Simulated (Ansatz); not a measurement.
Relaxed MgO (rock salt):

```yaml
crystal:
  lattice:
    - [0.00000, 4.25375, 4.25375]
    - [2.12687, 0.00000, 2.12687]
    - [2.12687, 2.12687, 0.00000]
  atoms:
    - { symbol: O, position: [0.00000, 0.00000, 0.00000] }
    - { symbol: O, position: [0.50000, 0.00000, 0.00000] }
    - { symbol: Mg, position: [0.25000, 0.50000, 0.50000] }
    - { symbol: Mg, position: [0.75000, 0.50000, 0.50000] }
```

Calculation: PBE (plane waves to 420 eV, PAW, scalar-relativistic; Ansatz, a program for electronic structure). k mesh 11×11×11 (Γ-centred), Fermi-Dirac smearing 0.05 eV. MgO was relaxed with its symmetry unable to fall.

One atom of the cell was then moved (with its periodic images), all else fixed, and the forces (eV/Å) came out as:

```csv
atom,Fx,Fy,Fz
O1,5.105,-0.720,-0.720
O2,-1.075,0.699,0.699
Mg3,-3.865,-0.003,-0.003
Mg4,-0.165,0.024,0.024
```

### Question
Which atom was moved, and by which vector (Å)?

### Answer
O1, by (-0.38, 0.00, 0.00), 0.38 Å in all.

(For displaced atoms, the force is minus the slope of the energy, and its curvature is a force constant, which sets phonon frequencies.)
